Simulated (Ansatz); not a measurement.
# YMg₅: what symmetry allows forces and stress to be

```
CELL_PARAMETERS angstrom
5.89393 0.00000 -0.09522
-2.94697 4.92309 0.04761
-0.08556 0.00000 5.22924
ATOMIC_POSITIONS crystal
Y 0.99632 0.00000 0.50658
Mg 0.99588 0.63496 0.99760
Mg 0.63963 0.00000 0.99386
Mg 0.36092 0.36504 0.99760
Mg 0.67168 0.33612 0.50218
Mg 0.33556 0.66388 0.50218
```

Computed with DFT PBEsol, scalar-relativistic, plane waves, PAW (Ansatz 0.2.0).

Plane waves to 420 eV, a k mesh through Γ of 6×6×6 on the computed 6-atom cell and Gaussian smearing (0.10 eV); no spin polarisation.

This distorted cell has space group Cm, with 2 operations.

Q: Without a calculation: in which directions can each atom feel a force?

A: A force must be left unchanged by every operation that keeps its atom in place, so it lies in the space that those operations leave fixed. Atoms that the group maps onto each other feel forces of one size.
```tsv
atom	site symmetry	operations at the site	equivalent to atom	allowed force (Cartesian)
Y1	m	2	1	in the plane normal to (0.00, 1.00, 0.00)
Mg2	1	1	2	any direction
Mg3	m	2	3	in the plane normal to (0.00, 1.00, 0.00)
Mg4	1	1	2	any direction
Mg5	1	1	5	any direction
Mg6	1	1	5	any direction
```

That leaves 10 independent force components of 18, tied by 2 conditions that the forces sum to zero, so 8 remain. A relaxation in this cell that keeps the symmetry moves the atoms in these directions alone.

Q: And the stress tensor?

A: It must be invariant under the point group, which leaves 4 independent components: yz, xy vanish.

Q: Do the computed values obey this?

A: Yes. Forces (eV/Å):
```
Y1   0.011  0.000 -0.201
Mg2  0.102  0.074  0.130
Mg3 -0.038  0.000  0.102
Mg4  0.102 -0.074  0.130
Mg5 -0.088 -0.138 -0.080
Mg6 -0.088  0.138 -0.080
```

Stress (GPa, compression positive, xx yy zz yz xz xy): -2.14 -1.01 -1.99 0.00 0.80 0.00. The program imposes the same operations on density, forces and stress, so this confirms the analysis and is no independent test of the calculation.